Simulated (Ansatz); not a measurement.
## PrYSe3: rattling a relaxed structure

The structure comes from a generated guess, relaxed at this level; another structure or a mixture of phases may lie lower.

The calculation used DFT PBE, scalar-relativistic, plane waves, PAW, and for the lanthanide a 4f-in-core norm-conserving potential, in Ansatz 0.2.0. Cutoff 660 eV; k points 6×6×4 on the computed 5-atom cell (Γ-centred); Gaussian smearing, width 0.02 eV; no spin polarisation.

The cell below (5 atoms, space group Pm (No. 6)) is relaxed within its symmetry.

```yaml
crystal:
  lattice:
    - [5.71134, 0.00000, -0.01554]
    - [0.00000, 4.52504, 0.00000]
    - [-2.81515, 0.00000, 7.00693]
  atoms:
    - { symbol: Pr, position: [0.85099, 0.00000, 0.19232] }
    - { symbol: Y, position: [0.52166, 0.50000, 0.53604] }
    - { symbol: Se, position: [0.40582, 0.00000, 0.30278] }
    - { symbol: Se, position: [0.71470, 0.50000, 0.92296] }
    - { symbol: Se, position: [0.99682, 0.50000, 0.48590] }
```

For the test a repeat of it with 10 atoms (edges 5.71, 7.55, 9.05 Å) was strained at random (σ = 1.5 % a component), the atoms were moved at random (σ = 0.10 Å), and all was relaxed again on a coarse 4×2×2 mesh (in the run’s order of axes) with 0.10 eV smearing, with no symmetry imposed.

Question: Does it come back?

Answer: It returns, within 1 meV/atom of the unmoved cell on that mesh and with the same symmetry when read at 0.1 Å (Cm at 0.01 Å, so small strains and shifts remain). No instability shows in this cell; modes of other wave vectors, which need another repeat, aren't tested.

The lanthanide is trivalent by construction, without f bands, f moments or other valences.
